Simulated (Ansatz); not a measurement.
Input:

CuCl:
```cif
data_Cl4Cu4
_chemical_formula_sum 'Cu4 Cl4'
_space_group_name_H-M_alt 'F-43m'
_space_group_IT_number 216
_space_group_name_Hall 'F -4 2 3'
_cell_length_a 5.20747
_cell_length_b 5.20747
_cell_length_c 5.20747
_cell_angle_alpha 90.000
_cell_angle_beta 90.000
_cell_angle_gamma 90.000
loop_
_atom_site_label
_atom_site_type_symbol
_atom_site_symmetry_multiplicity
_atom_site_Wyckoff_symbol
_atom_site_fract_x
_atom_site_fract_y
_atom_site_fract_z
_atom_site_occupancy
Cu1 Cu 4 a 0.00000 0.00000 0.00000 1
Cl1 Cl 4 c 0.25000 0.25000 0.25000 1
```
(The calculation used a cell of 2 atoms; values per cell refer to that cell.)

This is the LDA-relaxed structure.

### Question
All from LDA in the plane-wave PAW code Ansatz, unless another level is named. Estimate the formation energy from the elements (no fitted shifts).

### Answer
-0.40 eV/atom.

### Question
Predict the hole effective mass, band 2 of 3 at the edge.

### Answer
1.2 along [100], 1.2 along [110], 2.5 along [111] (mₑ).

### Question
What about the band gap?

### Answer
0.64 eV (direct).

### Question
And the valence-band maximum?

### Answer
at Γ.

Symmetry was held in the LDA relaxation. The run is not spin-polarised. The references are the lowest solids computed at this level, not always the standard phases (solids in place of the gases).

Potentials: the earlier of the program's two PAW sets. The files were generated under PBE; for other functionals the program regenerates the frozen cores, and for LDA and PBEsol the local potential too.
